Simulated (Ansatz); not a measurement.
Be (hcp, Mg type)

```
Be
1.0
    2.26315     0.00000     0.00000
   -1.13157     1.95994     0.00000
    0.00000     0.00000     3.56313
Be
2
Direct
  0.33333   0.66667   0.75000
  0.66667   0.33333   0.25000
```

The atoms are displaced by Q × the pattern below (from a DFPT mode at Γ, largest move 1; Q in Å), at fixed cell.

```csv
atom,x,y,z
Be1,0.000,0.000,-1.000
Be2,0.000,0.000,1.000
```

Computed with r2SCAN (plane waves to 500 eV, PAW, scalar-relativistic; Ansatz, a program for electronic structure). k mesh 23×23×13 (Γ-centred), Fermi-Dirac smearing 0.05 eV. Energies are smeared free energies. With partly filled bands, energies and forces of such displacements shift with the k mesh and the smearing. Be was relaxed with its symmetry unable to fall. The PAW data are Ansatz's earlier set. The zero of ΔE is the undisplaced structure. The last digit holds for this mesh only.

| Q (Å) | ΔE (meV/cell) |
|---|---|
| -0.1000 | 171.6 |
| -0.0833 | 118.5 |
| -0.0667 | 75.5 |
| -0.0500 | 42.4 |
| -0.0333 | withheld |
| -0.0167 | 4.7 |
| 0.0000 | 0.0 |
| 0.0167 | 4.7 |
| 0.0333 | withheld |
| 0.0500 | 42.4 |
| 0.0667 | 75.5 |
| 0.0833 | 118.5 |
| 0.1000 | 171.6 |

**Question.** Fit an even polynomial form (powers 2, 4) to the given rows and predict ΔE at Q = 0.0333.

**Answer.** Least squares on the 11 given rows: ΔE = (16860)·Q² + (30270)·Q⁴, in meV/cell with Q in Å; root-mean-square residual 0.06 meV/cell. At 0.0333 the fit gives 18.7 meV/cell; the calculation gives 18.8 meV/cell, so the interpolation is off by -0.1 (-0.5 %). The quadratic term alone would give 18.7 meV/cell.

(A displaced cell: forces are minus the slopes of the energy, force constants its curvatures, and phonons follow from these.)
